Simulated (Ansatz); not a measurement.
Data:

BN:
Space group Pm-3n (No. 223); a = 4.4205 Å, b = 4.4205 Å, c = 4.4205 Å, α = 90.00°, β = 90.00°, γ = 90.00°

```csv
atom,site,symmetry,x,y,z
B,6c,-4m.2,0.0000,0.5000,0.2500
N,6d,-4m.2,0.0000,0.2500,0.5000
```

This is the r²SCAN-relaxed structure.

Task: All from r²SCAN in the plane-wave PAW code Ansatz, unless another level is named. Estimate the formation energy from the elements (no fitted shifts).

Result: -1.01 eV/atom.

Task: And the electron effective mass?

Result: 0.52, 0.52, 0.62 mₑ (principal values).

Task: Next, the hole effective mass, band 1 of 3 at the edge?

Result: 2.6 along [100], 2.6 along [110], 0.72 along [111] (mₑ).

Task: Next, the HSE06 gap on the r²SCAN cell?

Result: 5.88 eV.

Task: What about the band gap?

Result: 4.76 eV (indirect).

The start of the workflow was typed in or built on a structure type; neither database checked (COD, Materials Project) lists it. It is not the phase usual at ambient conditions (space group No. 186, 194, 216). The r²SCAN relaxation kept the symmetry of its start; its stability against distortions is not shown here. The references are the lowest solids computed at this level, not always the standard phases (solids in place of the gases).

Potentials: the later of the program's two PAW sets.
